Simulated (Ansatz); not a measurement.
Values for one crystal, relaxed and computed with DFT-PBEsol in the program Ansatz with PAW potentials; other levels are named.

```yaml
volume_per_atom: 13.50 Å³
electronic_character: metallic (no gap)
mechanical_stability: stable (all eigenvalues of C positive)
Gap with spin–orbit coupling: none (metallic)
hill_bulk_and_shear_moduli: 295 and 173 GPa
Pressure derivative B′: 5.1
Bulk modulus (Birch–Murnaghan fit): 295 GPa
```

Q: Which compound is it?
A. Rh, fcc (Cu type)
B. Ni, fcc (Cu type)
C. Ta, fcc (Cu type)
D. Ag, fcc (Cu type)

A: A, Rh, fcc (Cu type)

Space group Fm-3m (fcc (Cu type)). The cell was relaxed with PBEsol under the symmetry of its start. The run is not spin-polarised. As this level gives no gap, shear constants depend on the k-mesh and smearing (Fermi–Dirac, 0.1 eV here). On the denser mesh and wider smearing of the elastic run this cell carries a stress of 0.4 GPa. Scalar-relativistic: spin–orbit coupling is off unless named, which matters more the heavier the elements.

Potentials: the earlier of the program's two PAW sets. The files were generated under PBE; for other functionals the program regenerates the frozen cores, and for LDA and PBEsol the local potential too.
